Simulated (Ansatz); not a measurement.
ZnCu2SnS4 (I-4), relaxed with LDA (Ansatz, an electronic-structure program, plane waves, PAW): a = 5.3174 Å, b = 5.3174 Å, c = 10.6426 Å, α = 90.00°, β = 90.00°, γ = 90.00°.

* **gap (eV)**: 0.14
* **B₀ by P(V) fit (GPa)**: 88.0

Task: The same phase is relaxed and computed with HSE06 in the same code. What are the cell and these values now?

Result: a = b = 5.4518 Å, c = 10.8814 Å, α = β = γ = 90.00°.

- gap (eV): 1.44
- B₀ by P(V) fit (GPa): 70.4

All cells were relaxed under the symmetry of their starts (and spin orders); stability against distortions was not tested throughout. Rows with no word on spin ran without spin polarisation. Spin–orbit coupling is left out wherever it is not named.

Potentials: the later of the program's two PAW sets.

Ansatz is a plane-wave DFT program.
